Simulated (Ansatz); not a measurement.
## Ansatz run, Cd2Ag3O8

Input file of Ansatz 0.2.0:

```yaml
crystal:
  lattice:
    - [0.0, 6.04962, 0.0]
    - [5.627771, -3.02481, 0.0]
    - [1.715673, 0.0, -4.842216]
  atoms:
    - { symbol: Ag, position: [0.261, 0.0, 0.0] }
    - { symbol: Ag, position: [0.739, 0.0, 0.0] }
    - { symbol: O, position: [0.082, 0.164, 0.101] }
    - { symbol: O, position: [0.918, 0.836, 0.899] }
    - { symbol: Ag, position: [0.0, 0.0, 0.5] }
    - { symbol: O, position: [0.324, 0.182, 0.61] }
    - { symbol: O, position: [0.142, 0.818, 0.39] }
    - { symbol: O, position: [0.676, 0.818, 0.39] }
    - { symbol: O, position: [0.858, 0.182, 0.61] }
    - { symbol: Cd, position: [0.7202, 0.4404, 0.343] }
    - { symbol: Cd, position: [0.2798, 0.5596, 0.657] }
    - { symbol: O, position: [0.601, 0.202, 0.066] }
    - { symbol: O, position: [0.399, 0.798, 0.934] }
  symmetry: { tolerance: 0.0003 }
kpoints:
  mp_grid: { grid: [5, 5, 5], shift: [0, 0, 0] }
  band_path:
    path:
      - [0.0, 0.0, 0.0]
      - [0.66257514, -0.33128757, 0.0]
      - [0.33742486, -0.66871243, 0.0]
      - [0.0, -0.5, 0.0]
      - [0.0, 0.0, 0.0]
      - [0.0, -0.5, -0.5]
      - [0.45638623, -0.72819312, -0.5]
      - [0.54361377, -0.27180688, -0.5]
      - [0.0, 0.0, -0.5]
      - [0.0, 0.0, 0.0]
      - [0.5, -0.5, -0.5]
    npoints: 6
magnetization:
  spin_polarized: false
scf:
  occupations: { method: gaussian, width: 0.2701 }
  lower_state_search: "off"
  max_iter: 200
hamiltonian:
  pseudopotentials: { kind: paw }
  xc: r2scan
basis:
  ecutwfc: 500
  fft_grid_basis: typed
output:
  forces: true
  stress: true
  eigenvalues: true
  bader: true
  populations: true
  elf: true
  write_potential: true
  volumetric_format: npy
  dos:
    e_range: [-12, 8]
    de: 0.05
    projected: { site_lists: { Ag: [Ag], Cd: [Cd], O: [O] } }
checkpoint:
  read: saved_state
```

The run starts from an earlier solution of this cell. 

Excerpt of what it printed:

```
Free energy (F): -43875.4781 eV
Harris-Foulkes:  -43875.4781 eV  (|F-HF|=1.90e-8)
Internal energy: -43875.2281 eV  (E = F + TS)
E sigma→0 (E₀):  -43875.3531 eV
Entropy (-TS):   -0.2500 eV (-19.234 meV/atom)
Fermi energy:    10.8611 eV
--- Forces (eV/Å), atoms counted from 1 ---
  atom   1  Ag     0.0000    -0.1604     0.0000
  atom   2  Ag     0.0000     0.1604     0.0000
  atom   3  O      3.0858     0.0000     2.1274
  atom   4  O     -3.0858     0.0000    -2.1274
  atom   5  Ag     0.0000     0.0000     0.0000
  atom   6  O      2.7762     1.0078     1.4907
  atom   7  O     -2.7762     1.0078    -1.4907
  atom   8  O     -2.7762    -1.0078    -1.4907
  atom   9  O      2.7762    -1.0078     1.4907
  atom  10  Cd    -0.0316     0.0000     0.0442
  atom  11  Cd     0.0316     0.0000    -0.0442
  atom  12  O      2.7368     0.0000    -0.3293
  atom  13  O     -2.7368     0.0000     0.3293
--- Stress (GPa, compression-positive) ---
       11.8571       0.0000      -3.5365
        0.0000      23.7494       0.0000
       -3.5365       0.0000      25.1175
  P = ⅓ Tr σ = 20.2413 GPa (202.413 kbar)
--- Löwdin populations: 13 sites ---
  site symbol       q [e]
     0     Ag     17.3679
     1     Ag     17.3679
     2      O      6.8267
     3      O      6.8267
     4     Ag     17.3595
     5      O      6.8848
     6      O      6.8848
     7      O      6.8848
     8      O      6.8848
     9     Cd     18.5629
    10     Cd     18.5629
    11      O      6.8937
    12      O      6.8937
  spilling = 0.0055 (of n_electrons = 145.0000)
--- Bader charges: 13 sites ---
  site symbol  charge [e]  shift [e]
     0     Ag      1.5304     0.0098
     1     Ag      1.5304     0.0098
     2      O     -0.8642     0.0037
     3      O     -0.8642     0.0037
     4     Ag      1.5492     0.0109
     5      O     -0.9188     0.0034
     6      O     -0.9189     0.0034
     7      O     -0.9188     0.0034
     8      O     -0.9188     0.0034
     9     Cd      1.3072     0.0016
    10     Cd      1.3072     0.0016
    11      O     -0.9103     0.0031
    12      O     -0.9103     0.0031
```

Origin: a known structure type with other elements, at an estimated volume, so it need not be a known compound. Caveats: many states at the Fermi level without spin polarisation, so a magnetic state may lie lower; atoms or cell far from equilibrium; wide smearing.
